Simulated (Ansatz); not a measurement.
Total density of states per atom from the program Ansatz at the PBE level (PAW), in 0.25 eV bins, energy from the Fermi level:

```
E (eV) | states/eV/atom
    -7.85 | ################ 0.22
    -7.60 | ################ 0.23
    -7.35 | ################# 0.23
    -7.10 | ################# 0.24
    -6.85 | ################## 0.25
    -6.60 | ################## 0.25
    -6.35 | ################## 0.25
    -6.10 | ################## 0.25
    -5.85 | ################### 0.26
    -5.60 | #################### 0.28
    -5.35 | ##################### 0.29
    -5.10 | ##################### 0.29
    -4.85 | ######################### 0.35
    -4.60 | ###################### 0.30
    -4.35 | ###################### 0.30
    -4.10 | ###################### 0.30
    -3.85 | ##################### 0.29
    -3.60 | ##################### 0.28
    -3.35 | #################### 0.27
    -3.10 | ################## 0.25
    -2.85 | ################ 0.23
    -2.60 | ############## 0.20
    -2.35 | ############ 0.17
    -2.10 | ########### 0.15
    -1.85 | ########## 0.13
    -1.60 | ######## 0.12
    -1.35 | ###### 0.08
    -1.10 | ##### 0.06
    -0.85 | ### 0.05
    -0.60 | ## 0.03
    -0.35 | ## 0.03
    -0.10 | ## 0.03
     0.15 | #### 0.05
     0.40 | ##### 0.06
     0.65 | ###### 0.08
     0.90 | ######### 0.12
     1.15 | ########## 0.14
     1.40 | ############ 0.17
     1.65 | ################# 0.23
     1.90 | ################## 0.25
     2.15 | ######################### 0.34
     2.40 | ############################## 0.42
     2.65 | ############################## 0.41
     2.90 | ######################## 0.33
     3.15 | ##################### 0.28
     3.40 | ##################### 0.30
     3.65 | ##################### 0.29
     3.90 | #################### 0.27
     4.15 | #################### 0.28
     4.40 | ################### 0.26
     4.65 | ################# 0.23
     4.90 | ################ 0.23
```

Problem. Which of these materials gives this?
(A) BAs, CsCl type
(B) ReB2, P6/mmm (Re on 1a, B on 2d)
(C) B, Cmce (B on 8f)
(D) BAs, P6_222 (B on 3d, As on 3c)

Solution. C, B, Cmce (B on 8f). Within 0.5 eV of the Fermi level: B 2p 76 %, B 2s 23 %. Projections are on Löwdin-orthogonalised atomic valence shells; empty p or d shells of many metals are not among them.

The start of the workflow was typed in or built on a structure type; neither database checked (COD, Materials Project) lists it. It is not the phase usual at ambient conditions (space group No. 166). The PBE relaxation kept the symmetry of its start; its stability against distortions is not shown here.

Potentials: the earlier of the program's two PAW sets.
